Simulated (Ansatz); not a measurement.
# Kick test of a cell of Sc2Ta

The structure comes from a generated guess, relaxed at this level; another structure or a mixture of phases may lie lower.

These are results of DFT PBE, scalar-relativistic, plane waves, PAW (Ansatz), not measurements. Cutoff 420 eV; k points 12×12×16 on the computed 3-atom cell (Γ-centred); Gaussian smearing, width 0.10 eV; no spin polarisation.

The cell below (3 atoms, space group P6/mmm (No. 191)) is relaxed within its symmetry.

```yaml
crystal:
  lattice:
    - [4.95578, 0.00000, 0.00000]
    - [-2.47789, 4.29183, 0.00000]
    - [0.00000, 0.00000, 2.95186]
  atoms:
    - { symbol: Sc, position: [0.33333, 0.66667, 0.50000] }
    - { symbol: Sc, position: [0.66667, 0.33333, 0.50000] }
    - { symbol: Ta, position: [0.00000, 0.00000, 0.00000] }
```

For the test a repeat of it with 6 atoms (edges 2.95, 4.96, 8.58 Å) was strained at random (σ = 1.5 % a component), the atoms were moved at random (σ = 0.15 Å), and all was relaxed again on a coarse 8×4×4 mesh (in the run’s order of axes) with 0.20 eV smearing, with no symmetry imposed.

These runs have no spin–orbit coupling, which can matter for Ta.

Problem. Does it come back?

Solution. It returns, within 1 meV/atom of the unmoved cell on that mesh and with the same symmetry when read at 0.1 Å. No instability shows in this cell; modes of other wave vectors, which need another repeat, aren't tested.
